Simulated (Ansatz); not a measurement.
Relaxed-ion elastic tensor of LiAl₃ (Cu3Au type, Pm-3m) in GPa (Voigt order), LDA in the plane-wave PAW code Ansatz; density 2.34 g/cm³, 15.57 Å³ per atom.

```json
[
 {"": "1", "1": "137", "2": "35.7", "3": "35.7", "4": "0.0", "5": "0.0", "6": "0.0"},
 {"": "2", "1": "35.7", "2": "137", "3": "35.7", "4": "0.0", "5": "0.0", "6": "0.0"},
 {"": "3", "1": "35.7", "2": "35.7", "3": "137", "4": "0.0", "5": "0.0", "6": "0.0"},
 {"": "4", "1": "0.0", "2": "0.0", "3": "0.0", "4": "42.4", "5": "0.0", "6": "0.0"},
 {"": "5", "1": "0.0", "2": "0.0", "3": "0.0", "4": "0.0", "5": "42.4", "6": "0.0"},
 {"": "6", "1": "0.0", "2": "0.0", "3": "0.0", "4": "0.0", "5": "0.0", "6": "42.4"}
]
```

Q: Is the crystal mechanically stable?

A: Yes: the smallest eigenvalue of C is 42.4 GPa.

Q: Work out the Voigt, Reuss and Hill averages.

A: K_V = 69.6, K_R = 69.6, K_H = 69.6; G_V = 45.8, G_R = 45.4, G_H = 45.6 GPa.

Q: Give Young's modulus, Poisson's ratio, Pugh's ratio and the universal anisotropy index.

A: E = 9KG/(3K + G) = 112 GPa; ν = 0.23; K/G = 1.53 (brittle by the Pugh limit of 1.75); A_U = 5G_V/G_R + K_V/K_R − 6 = 0.04.

Q: Estimate the sound speeds and the Debye temperature.

A: v_l = √((K + 4G/3)/ρ) = 7460 m/s, v_t = √(G/ρ) = 4410 m/s, mean 4890 m/s; Θ = (h/k)(3n/4πV)^(1/3) v_m = 583 K.

Q: Give the Zener ratio and Young's modulus along [100], [110] and [111].

A: A = 2C44/(C11 − C12) = 0.83; 1/E = S11 − 2(S11 − S12 − S44/2)Γ with Γ = 0, 1/4, 1/3 gives 123, 109, 106 GPa.

The workflow started from a Materials Project entry (that database holds measured and hypothetical structures alike); the Crystallography Open Database copy checked does not list it. With Li and Al taken as one species the cell has the higher symmetry Fm-3m, so it may be an ordered model of a mixed-site phase. Whether it is the stable phase at ambient conditions was not checked. The cell was relaxed with LDA under the symmetry of its start; of distortions, only those at the zone centre were tested. As this level gives no gap, shear constants depend on the k-mesh and smearing (Fermi–Dirac, 0.1 eV here).

Potentials: the later of the program's two PAW sets.
